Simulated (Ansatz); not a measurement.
Sb2Se3:
```cif
data_Sb8Se12
_chemical_formula_sum 'Sb8 Se12'
_space_group_name_H-M_alt 'Pnma'
_space_group_IT_number 62
_space_group_name_Hall '-P 2ac 2n'
_cell_length_a 11.66748
_cell_length_b 3.98949
_cell_length_c 11.35606
_cell_angle_alpha 90.000
_cell_angle_beta 90.000
_cell_angle_gamma 90.000
loop_
_atom_site_label
_atom_site_type_symbol
_atom_site_symmetry_multiplicity
_atom_site_Wyckoff_symbol
_atom_site_fract_x
_atom_site_fract_y
_atom_site_fract_z
_atom_site_occupancy
Sb1 Sb 4 c 0.01968 0.25000 0.32921 1
Sb2 Sb 4 c 0.15136 0.75000 0.03980 1
Se1 Se 4 c 0.05578 0.25000 0.86737 1
Se2 Se 4 c 0.12874 0.75000 0.44676 1
Se3 Se 4 c 0.21613 0.25000 0.19851 1
```

Relaxed with PBE+D3(BJ). PBE+D3(BJ) (plane waves, PAW; program Ansatz) gives a gap of 0.81 eV.

### Question
What gap does HSE06 give on the same cell (Ansatz, PAW)?

### Answer
1.26 eV, 0.45 eV more. The hybrid was solved on a coarser mesh and at special points; the gap given is the minimum over both.

| k | v1 PBE+D3(BJ) | c1 PBE+D3(BJ) | v1 HSE06 | c1 HSE06 |
|---|---|---|---|---|
| Γ | -0.15 | 0.89 | ___ | ___ |
| X | -0.07 | 1.03 | -0.07 | 1.51 |
| Z | -0.28 | 0.91 | ___ | ___ |
| U | -0.43 | 0.92 | -0.46 | 1.38 |
| Y | -0.31 | 1.39 | ___ | ___ |
| S | -0.48 | 1.72 | -0.56 | 2.24 |
| T | -0.67 | 1.26 | -0.78 | 1.75 |
| R | -0.97 | 1.52 | ___ | ___ |

### Question
Top valence (v1) and lowest conduction level (c1) in eV from each method's valence maximum (which need not be a listed point): supply the withheld HSE06 values.

### Answer

- Γ, v1 HSE06: -0.10
- Γ, c1 HSE06: 1.30
- Z, v1 HSE06: -0.32
- Z, c1 HSE06: 1.36
- R, v1 HSE06: -1.09
- R, c1 HSE06: 2.03
- Y, v1 HSE06: -0.34
- Y, c1 HSE06: 1.89

Cost on shared cores: the PBE+D3(BJ) run (SCF on a 3×7×3 mesh, then bands and DOS) about 50 core-minutes (a rough figure), the HSE06 run (SCF on 2×4×2, then a few points) roughly 70 core-minutes; the tasks are unlike.

Symmetry was held in the PBE+D3(BJ) relaxation. Scalar-relativistic: spin–orbit coupling is off unless named, which matters more the heavier the elements.

Potentials: the later of the program's two PAW sets.
